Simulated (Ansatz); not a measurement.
## CuSiRu: settings compared (Ansatz)

Launch command:

```bash
ansatz run input.yaml --threads 1 --pin off --max-ram 2560MiB --backend cpu --events-out ev --progress --plain --runs-dir out
```

The input file (Ansatz 0.2.0, plane waves):

```yaml
crystal:
  lattice:
    - [3.715035, 0.0, 0.0]
    - [0.0, 3.715035, 0.0]
    - [0.0, 0.0, 5.863221]
  atoms:
    - { symbol: Ru, position: [0.75, 0.25, 0.0] }
    - { symbol: Ru, position: [0.25, 0.75, 0.0] }
    - { symbol: Si, position: [0.25, 0.25, 0.175] }
    - { symbol: Si, position: [0.75, 0.75, 0.825] }
    - { symbol: Cu, position: [0.25, 0.25, 0.679] }
    - { symbol: Cu, position: [0.75, 0.75, 0.321] }
  symmetry: { tolerance: 0.0003 }
kpoints:
  mp_grid: { grid: [5, 5, 3], shift: [0, 0, 0] }
magnetization:
  spin_polarized: false
scf:
  occupations: { method: fermi_dirac }
hamiltonian:
  pseudopotentials: { kind: paw }
  xc: pbe
basis:
  ecutwfc: 420
output:
  forces: true
  stress: true
  eigenvalues: true
```

Origin of the cell: a known structure type with other elements, at an estimated volume, so it need not be a known compound.

The smearing width isn't typed, so it takes its default of 0.1 eV.

Output of this run (shortened):

```
Pseudopotentials: kind: paw
Pseudopotential: Ru, paw, valence charge 16, recommended cutoff 420 eV (normal), Ru.paw.azcp
Pseudopotential: Si, paw, valence charge 4, recommended cutoff 420 eV (normal), Si.paw.azcp
Pseudopotential: Cu, paw, valence charge 19, recommended cutoff 420 eV (normal), Cu.paw.azcp
Functional definition: PBE
  exchange = pbe_x(kappa = kappa, mu = beta*pi^2/3)
  correlation = pbe_c(beta = beta)
Crystal: 6 atoms, lattice volume = 80.921 Å³
Basis set: ecut = 420 eV, 1563 PW (Γ), exchange–correlation on 50×50×80 points (8 copies of the dense FFT grid, shifted against one another)
Bands: 47, of which v1, the nominal top of the filled ones, is band 39 counted from 1 (38 counted from 0)
Symmetry: 16 space group operations
Space group: P4/nmm (ITA 129), of the structure as read, at distance tolerance 1.3e-3 Å
[… 7 lines left out …]
Initial density: superposition of atomic densities (neutral atoms: chi_scale 0, normalization atom), corrected by the library's trained network
Functional: x = pbe(κ = 0.804, μ = 0.219515), c = pbe(β = 0.066725)
SCF iter   1: F=—  HF=-26275.138118 eV  Δρ=6.36e-3  dr2=4.40e-2  defer=4
SCF iter   2: F=—  HF=-26275.127979 eV  Δρ=3.00e-3  dr2=1.07e-2  defer=4
SCF iter   3: F=—  HF=-26275.124592 eV  Δρ=5.82e-4  dr2=5.69e-4  defer=4
SCF iter   4: F=—  HF=-26275.124549 eV  Δρ=2.71e-4  dr2=7.51e-5  defer=4
SCF iter   5: F=—  HF=-26275.124558 eV  Δρ=2.11e-4  dr2=3.11e-5  defer=4
SCF iter   6: F=—  HF=-26275.124552 eV  Δρ=4.05e-5  dr2=2.47e-6  defer=4
SCF iter   7: F=—  HF=-26275.124552 eV  Δρ=1.59e-5  dr2=3.20e-7  defer=4
SCF iter   8: F=-26275.124552 eV  HF=-26275.124552 eV  Δρ=3.27e-6  dr2=1.73e-8
SCF 1 converged in 8 iterations: F = -26275.124552 eV  dr2 = 1.73e-8
SCF converged after 8 iterations
Free energy (F): -26275.124552 eV
Harris-Foulkes:  -26275.124552 eV  (|F-HF|=1.66e-8)
Internal energy: -26274.995437 eV  (E = F + TS)
E sigma→0 (E₀):  -26275.059994 eV
Entropy (-TS):   -0.129115 eV (-21.519 meV/atom)
Fermi energy:    16.081623 eV
--- Per-component energies (eV) ---
  E_band       = -1000.950870
  E_kinetic    = 1756.730195
  E_local      = -13943.610657  (includes V_loc(G=0)·N_el)
  E_nonlocal   = 1541.725194
  E_hartree    = 5921.069172
  E_xc         = -683.567017
  E_vxc        = -820.155275  (∫ρ·V_xc dr)
  E_paw        = -11288.469126  (= ΣΔE_a)
  E_vpaw       = -1377.775299  (= ΣTr[D̂ρ^β])
  E_aug_tail   = 0.000261  (compensation charges beyond the density's cutoff)
  E_ewald      = -9578.873458
  E_smearing   = -0.129115  (= −TS)
  Σ components = -26275.124552   (vs F -26275.124552, Δ=0.00e0)
--- Forces (eV/Å), atoms counted from 1 ---
  atom   1  Ru     0.000000     0.000000    -0.000000
  atom   2  Ru     0.000000     0.000000     0.000000
  atom   3  Si     0.000000     0.000000     7.883721
  atom   4  Si     0.000000     0.000000    -7.883721
  atom   5  Cu     0.000000     0.000000    -1.417785
  atom   6  Cu     0.000000     0.000000     1.417785
  max |Σ_I F_I| component: 2.22e-16 eV/Å
--- Stress (GPa, compression-positive) ---
       68.697700       0.000000       0.000000
        0.000000      68.697700       0.000000
        0.000000       0.000000      29.408422
  P = ⅓ Tr σ = 55.6013 GPa (556.013 kbar)
```

The same input was run again with these changes:

1. `kpoints.mp_grid.grid` [5, 5, 3] → [2, 2, 2]
2. `scf.n_extra_bands` default → 2
3. `hamiltonian.dispersion` default → d3bjatm
4. `kpoints.mp_grid.grid` [5, 5, 3] → [2, 2, 1]; `hamiltonian.hubbard` default → { sites: [{ species: Cu, l: d, u_eff: 2.0 }], double_counting: fll }

```csv
run,end,SCF iterations,P (GPa),max force component (eV/Å),gap on mesh (eV),moment (μB),ΔE(σ→0) (meV/atom)
base,converged,8,55.60,7.884,none,–,0
1,converged,8,52.77,8.276,none,–,-88.44
2,converged,8,55.60,7.884,none,–,0.00
3,converged,8,50.66,7.896,none,–,–
4,converged,12,57.27,8.261,–,–,–
```

Energies are compared only where functional, datasets, charge and starting cell are the same.

Not properties of the system: run 1 (too coarse or loose: `kpoints.mp_grid.grid` = [2, 2, 2]), run 4 (too coarse or loose: `kpoints.mp_grid.grid` = [2, 2, 1]).

Caveats of the base run: no moments, though an odd count or open d shells may carry them; the given cell is far from equilibrium, with atoms too close or a volume far off; the k mesh is coarse if the cell is a metal.

Time of the base run: 2.8 s on 1 thread of AMD EPYC 7R43 64-Core Processor (Zen 3) (shared host), peak memory 0.5 GiB, from the program's own first density.
